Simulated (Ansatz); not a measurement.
HgTe (zincblende type), DFT, LDA, norm-conserving pseudopotentials, Ansatz's default files, scalar-relativistic (Ansatz 0.2.0), on 1 thread of Arm Neoverse V2 (shared host).

Command: `ansatz run input.yaml --threads 1 --pin off --max-ram 2048MiB --backend cpu --events-out ev --progress --plain --runs-dir out`

```yaml
crystal:
  lattice:
    - [0.0, 2.9863449365, 2.9863449365]
    - [2.9863449365, 0.0, 2.9863449365]
    - [2.9863449365, 2.9863449365, 0.0]
  atoms:
    - { symbol: Hg, position: [0.0, 0.0, 0.0] }
    - { symbol: Te, position: [0.25, 0.25, 0.25] }
kpoints:
  mp_grid: { grid: [11, 11, 11] }
scf:
  occupations: { method: fermi_dirac, width: 0.05 }
hamiltonian:
  xc: lda
  pseudopotentials: { kind: nc }
output:
  forces: true
  stress: true
  eigenvalues: true
```

(1) How large is the problem that the program sets up?

(2) About how long does it take?

Answers

(1) 56 irreducible k-points, 4573 plane waves at Γ, 22 bands.

(2) 17 s of wall time for 7 SCF iterations. Times on shared machines scatter by tens of per cent.
